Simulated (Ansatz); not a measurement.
Input:

VN:
Space group Fm-3m (No. 225); a = b = c = 4.117 Å, α = β = γ = 90.00°

| atom | site | symmetry | x | y | z |
|---|---|---|---|---|---|
| N | 4a | m-3m | 0.0000 | 0.0000 | 0.0000 |
| V | 4b | m-3m | 0.5000 | 0.5000 | 0.5000 |
(The calculation used a cell of 2 atoms; values per cell refer to that cell.)

This is the PBE-relaxed structure.

Problem. All from PBE in the plane-wave PAW code Ansatz, unless another level is named. Give the electronic character.

Solution. metallic (no gap).

Problem. Give the density of states at the Fermi level.

Solution. 0.90 states/eV per atom (mean over ±0.08 eV).

Problem. And the formation energy from the elements (no fitted shifts)?

Solution. -0.96 eV/atom.

Symmetry was held in the PBE relaxation. The workflow began spin-polarised and lost its moments. The references are the lowest solids computed at this level, not always the standard phases (solids in place of the gases).

Potentials: the later of the program's two PAW sets.
